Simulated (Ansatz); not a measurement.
**Kick test of a cell of MgZr2O2**

It was reached by relaxing an invented guess, and it needn't be the stable form of this composition.

Computed with Ansatz 0.2.0, DFT PBE, scalar-relativistic, plane waves, PAW. Settings: cutoff 420 eV, Γ-centred mesh 8×8×10 on the computed 5-atom cell, Gaussian smearing of 0.10 eV; no spin polarisation.

The cell below (5 atoms, space group P4/mmm (No. 123)) is relaxed within its symmetry.

```yaml
crystal:
  lattice:
    - [4.45756, 0.00000, 0.00000]
    - [0.00000, 4.45756, 0.00000]
    - [0.00000, 0.00000, 4.21184]
  atoms:
    - { symbol: Mg, position: [0.50000, 0.50000, 0.00000] }
    - { symbol: Zr, position: [0.50000, 0.00000, 0.50000] }
    - { symbol: Zr, position: [0.00000, 0.50000, 0.50000] }
    - { symbol: O, position: [0.50000, 0.00000, 0.00000] }
    - { symbol: O, position: [0.00000, 0.50000, 0.00000] }
```

For the test a repeat of it with 10 atoms (edges 4.46, 4.46, 8.42 Å) was strained at random (σ = 1.5 % a component), the atoms were moved at random (σ = 0.15 Å), and all was relaxed again on a coarse 6×6×4 mesh (in the run’s order of axes) with 0.20 eV smearing, with no symmetry imposed.

Task: Is the structure stable against such a distortion?

Result: It returns, within 1 meV/atom of the unmoved cell on that mesh and with the same symmetry when read at 0.1 Å (Cmmm at 0.01 Å, so small strains and shifts remain). So it is stable against the distortions that fit this cell and that this random move excites. Modes that don't fit the cell aren't tested.
